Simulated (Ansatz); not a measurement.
## FeCO₃, a database entry at a rescaled volume

```yaml
crystal:
  lattice:
    - [2.33642, 1.34894, 5.03193]
    - [-2.33642, 1.34894, 5.03193]
    - [0.00000, -2.69787, 5.03193]
  atoms:
    - { symbol: Fe, position: [0.00000, 0.00000, 0.00000] }
    - { symbol: Fe, position: [0.50000, 0.50000, 0.50000] }
    - { symbol: C, position: [0.25000, 0.25000, 0.25000] }
    - { symbol: C, position: [0.75000, 0.75000, 0.75000] }
    - { symbol: O, position: [0.52800, 0.97200, 0.25000] }
    - { symbol: O, position: [0.25000, 0.52800, 0.97200] }
    - { symbol: O, position: [0.97200, 0.25000, 0.52800] }
    - { symbol: O, position: [0.47200, 0.02800, 0.75000] }
    - { symbol: O, position: [0.75000, 0.47200, 0.02800] }
    - { symbol: O, position: [0.02800, 0.75000, 0.47200] }
```

Method: r2SCAN, no spin polarisation; PAW, plane waves to 500 eV, 7×7×7 Γ-centred mesh, tetrahedron occupations (Ansatz 0.2.0), atoms fixed.

Question: What is the character of the valence top and the conduction bottom?

Answer: Within 0.7 eV of the edges, the states project mainly on Fe d (94 %) below the gap and on Fe d (80 %) and O p (13 %) above it.

Question: Is there a gap, and of what kind?

Answer: The gap is 1.65 eV, indirect (the least direct gap found is 1.67 eV).

Question: How is the charge shared?

Answer: Bader charges in e: Fe +1.36, C +2.32, O -1.23. In the mean C gives up most and O takes most.

Question: Is it stable against the elements?

Answer: -1.14 eV an atom against the elements' usual phases (free molecules for gases, crystals otherwise, with no correction for O₂ or N₂), so it is bound against them; other compounds may still compete. Relaxing would lower it.

Origin: a database entry at a rescaled volume. Caveats: empty levels are not fully converged; no spin polarisation, so a magnetic state may lie lower; atoms or cell far from equilibrium; forces and stress under tetrahedra may miss the slope of the energy.
